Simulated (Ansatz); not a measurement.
# Work and stress of cleavage in Ta

These are results of Ansatz 0.2.0, DFT PBEsol, scalar-relativistic, plane waves, PAW, not measurements. The runs took a 420 eV cutoff, a Γ-centred 20×20×5 mesh and Gaussian smearing (0.15 eV). Spin–orbit coupling is left out, which can shift energies with elements as heavy as these. No spin polarisation. Energies are free energies at this smearing, counted from the undisturbed cell; pressure is positive in compression.

The starting cell (relaxed at this level; with this scan's settings it stands at 0.1 GPa; this fcc form isn't the usual structure):

```
Ta
1.0
    -2.08780   -2.08780    0.00000
     2.08780   -2.08780    0.00000
     0.00000    0.00000   12.52677
Ta
6
Direct
  0.00000 0.00000 0.91665
  0.50000 0.50000 0.08332
  0.00000 0.00000 0.24998
  0.50000 0.50000 0.41665
  0.00000 0.00000 0.58332
  0.50000 0.50000 0.74998
```

The cut lies on the cell's a–b face, a (0 0 1) plane (indices in the standard cell, whose axes needn't be the Cartesian ones shown) of area 8.72 Å², between layers 2.09 Å apart. Vector c is lengthened by d along the normal with the atoms' Cartesian places fixed: one unrelaxed cut a cell. The traction is positive where the two halves pull on each other.

| d (Å) | energy (J/m²) | traction (GPa) |
| --- | --- | --- |
| -0.30 | 0.39 | -28.2 |
| -0.15 | 0.09 | -12.4 |
| 0.00 | 0.00 | -0.1 |
| 0.25 | 0.19 | 14.1 |
| 0.50 | 0.67 | 24.5 |
| 0.75 | 1.36 | 29.2 |
| 1.00 | 2.09 | 28.6 |
| 1.50 | 3.36 | 21.4 |
| 2.00 | 4.22 | 13.4 |
| 3.00 | 5.01 | 3.9 |
| 4.50 | 5.23 | 0.3 |
| 6.00 | 5.25 | 0.0 |

Task: What are the work of separation and the cleavage stress, and do they fit the universal binding curve?

Result: The energy levels off near W ≈ 5.25 J/m² (the traction is down to 0.0 GPa), the energy of the two unrelaxed faces, 2.62 J/m² each on average. The largest sampled traction is 29.2 GPa at d = 0.75 Å, and a parabola through it and its two neighbours peaks at σ_max ≈ 29.6 GPa, d ≈ 0.85 Å. The curve E = W[1 − (1 + d/ℓ)exp(−d/ℓ)] peaks in traction at d = ℓ with σ_max = W/(eℓ); with 1 J/m² per Å = 10 GPa this W and σ_max give ℓ = 0.65 Å. A parabola through that curve at the same three d peaks at 0.67 Å, against 0.85 Å here, so the traction peaks further out than on that curve. Real crystals break at far lower stress, because cracks concentrate it, and on the plane of lowest W, which needn't be this one.

The cut is rigid; relaxing the faces lowers these energies and usually the stresses.

In a metal these slopes depend on the k mesh and the smearing.

Cost: 12 runs of about 3.3 core-minutes in all, on AMD EPYC 9R45 (Zen 5) (shared hosts).